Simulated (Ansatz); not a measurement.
HgSe (zinc blende, F-43m) under volume change, PBE in the plane-wave PAW code Ansatz, scaled uniformly.

```json
[
 {"V (Å³/atom)": "27.905", "E − E(relaxed) (meV/atom)": "39.9", "P (GPa)": "5.09"},
 {"V (Å³/atom)": "28.824", "E − E(relaxed) (meV/atom)": "16.6", "P (GPa)": "3.08"},
 {"V (Å³/atom)": "29.744", "E − E(relaxed) (meV/atom)": "3.9", "P (GPa)": "1.40"},
 {"V (Å³/atom)": "30.664", "E − E(relaxed) (meV/atom)": "0.0", "P (GPa)": "0.00"},
 {"V (Å³/atom)": "31.584", "E − E(relaxed) (meV/atom)": "…", "P (GPa)": "…"},
 {"V (Å³/atom)": "32.504", "E − E(relaxed) (meV/atom)": "…", "P (GPa)": "…"},
 {"V (Å³/atom)": "33.424", "E − E(relaxed) (meV/atom)": "27.7", "P (GPa)": "-2.95"}
]
```

Task: Some entries are withheld; supply them.

Result: 
- 31.584, E − E(relaxed) (meV/atom): 3.5
- 31.584, P (GPa): -1.17
- 32.504, E − E(relaxed) (meV/atom): 13.0
- 32.504, P (GPa): -2.14

Task: What does a third-order Birch–Murnaghan fit give for V₀, B₀ and B′?

Result: V₀ = 30.66 Å³/atom, B₀ = 42.5 GPa, B′ = 5.0.

Symmetry was held in the PBE relaxation. Spin–orbit coupling is left out wherever it is not named.

Potentials: the later of the program's two PAW sets.
